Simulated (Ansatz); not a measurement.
Consider the following.

Li$_{4}$Nb$_{6}$NiO$_{18}$:
```cif
data_Li4Nb6NiO18
_chemical_formula_sum 'Li4 Nb6 Ni1 O18'
_space_group_name_H-M_alt 'P 1'
_space_group_IT_number 1
_cell_length_a 5.14283
_cell_length_b 5.14283
_cell_length_c 13.91867
_cell_angle_alpha 90.000
_cell_angle_beta 90.000
_cell_angle_gamma 120.000
loop_
_space_group_symop_operation_xyz
  'x, y, z'
loop_
_atom_site_label
_atom_site_type_symbol
_atom_site_fract_x
_atom_site_fract_y
_atom_site_fract_z
_atom_site_occupancy
Li1 Li 0.66667 0.33333 0.55617 1
Li2 Li 0.33333 0.66667 0.38949 1
Li3 Li 0.33333 0.66667 0.88147 1
Li4 Li 0.00000 0.00000 0.72062 1
Nb1 Nb 0.33333 0.66667 0.16654 1
Nb2 Nb 0.66667 0.33333 0.33780 1
Nb3 Nb 0.00000 0.00000 0.50270 1
Nb4 Nb 0.33333 0.66667 0.66832 1
Nb5 Nb 0.66667 0.33333 0.83583 1
Nb6 Nb 0.00000 0.00000 0.99392 1
Ni1 Ni 0.00000 0.00000 0.20704 1
O1 O 0.05199 0.73640 0.10687 1
O2 O 0.68441 0.94801 0.10687 1
O3 O 0.00770 0.36466 0.27302 1
O4 O 0.26360 0.31559 0.10687 1
O5 O 0.35696 0.99230 0.27302 1
O6 O 0.63534 0.64304 0.27302 1
O7 O 0.70183 0.04551 0.43726 1
O8 O 0.34368 0.29817 0.43726 1
O9 O 0.67649 0.71268 0.60259 1
O10 O 0.95449 0.65632 0.43726 1
O11 O 0.03619 0.32351 0.60259 1
O12 O 0.28732 0.96381 0.60259 1
O13 O 0.37236 0.38018 0.76807 1
O14 O 0.00782 0.62764 0.76807 1
O15 O 0.33426 0.03294 0.93101 1
O16 O 0.61982 0.99218 0.76807 1
O17 O 0.69869 0.66574 0.93101 1
O18 O 0.96706 0.30131 0.93101 1
```
Starting moments (μB, in the order of the atoms Li Li Li Li Nb Nb Nb Nb Nb Nb Ni O O O O O O O O O O O O O O O O O O): 0.0 0.0 0.0 0.0 0.0 0.0 0.0 0.0 0.0 0.0 1.6 0.1 0.1 0.0 0.1 0.0 0.0 0.0 0.0 0.0 0.0 0.0 0.0 0.0 0.0 0.0 0.0 0.0 0.0.

This is the r²SCAN-relaxed structure.

**Question.** All from DFT-r²SCAN in the program Ansatz with PAW potentials, unless another level is named. Estimate the band gap.

**Answer.** 2.65 eV (smallest direct gap 2.67 eV).

**Question.** Give the electron effective mass.

**Answer.** 1.7, 1.7, 11 mₑ (principal values).

**Question.** What about the weight of the valence-edge state by species (Voronoi cells)?

**Answer.** Ni 72 %, O 26 %.

**Question.** Next, the weight of the conduction-edge state by species (Voronoi cells)?

**Answer.** Nb 40 %, Ni 40 %, O 20 %.

Space group P3. The start of the workflow was typed in or built on a structure type; neither database checked (COD, Materials Project) lists it. Its standing as an ambient phase is unchecked. Symmetry was held in the r²SCAN relaxation; whether a distortion lowers the energy is not shown. Magnetic state: ferromagnetic, the only order run, not a proven ground state. Other orbital occupations within this spin state were not tried. No Hubbard U is applied. Scalar-relativistic: spin–orbit coupling is off unless named, which matters more the heavier the elements.

Potentials: the later of the program's two PAW sets.
